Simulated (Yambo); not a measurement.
Yambo run on Cs₃CoF₆ (space group Fm-3m, No. 225). The wavefunctions are PBEsol (Quantum ESPRESSO, PseudoDojo norm-conserving, 96 Ry, no spin-orbit coupling) ones on a 2×2×2 mesh (43 occupied bands); a = b = c = 6.5421 Å, α = β = γ = 60.00°.

Yambo input:

```
rim_cut
gw0
dyson
el_el_corr
HF_and_locXC
ppa
em1d
RandQpts= 1000000
RandGvec= 1 Ry
EXXRLvcs= 96 Ry
VXCRLvcs= 384 Ry
Chimod= "HARTREE"
% BndsRnXp
 5 | 372 |
%
NGsBlkXp= 8 Ry
% LongDrXp
 1.0 | 1.0 | 1.0 |
%
PPAPntXp= 27.2114 eV
% GbndRnge
 1 | 239 |
%
GTermKind= "none"
DysSolver= "n"
ExtendOut
% QPkrange
 1 | 1 | 44 | 44 |
 3 | 3 | 43 | 44 |
%
```

k points by index: 1 = Γ, 3 = X.

The o-*.qp file then holds:

```
#    K-point    Band    Eo [eV]    E [eV]    E-Eo [eV]    Vxc [eV]    Vnlxc [eV]    Sc|Eo [eV]    Sc|E [eV]    dSc/dw|Eo [eV]    Re(Z)    Im(Z)
#
    1    44    1.305292    3.825786    2.520494    -28.13292    -20.48003    -4.326958    -5.132399    -8.694710    0.757843    -0.002121
    3    43    0.000000    -0.832021    -0.832021    -29.10064    -37.72584    7.506258    7.793173    -9.380297    0.743643    -0.002162
    3    44    1.327538    3.867817    2.540278    -28.40542    -20.71179    -4.334793    -5.153352    -8.767445    0.756310    -0.002238
```
(The two width columns are left out.) Convergence of these settings isn't established.

Geometry of the Materials Project entry, not relaxed at this level.

The structure is a Materials Project entry; no match was found in the copy of COD used, and its stability was not checked.

The runs are not spin-polarised; magnetic order was not tried.
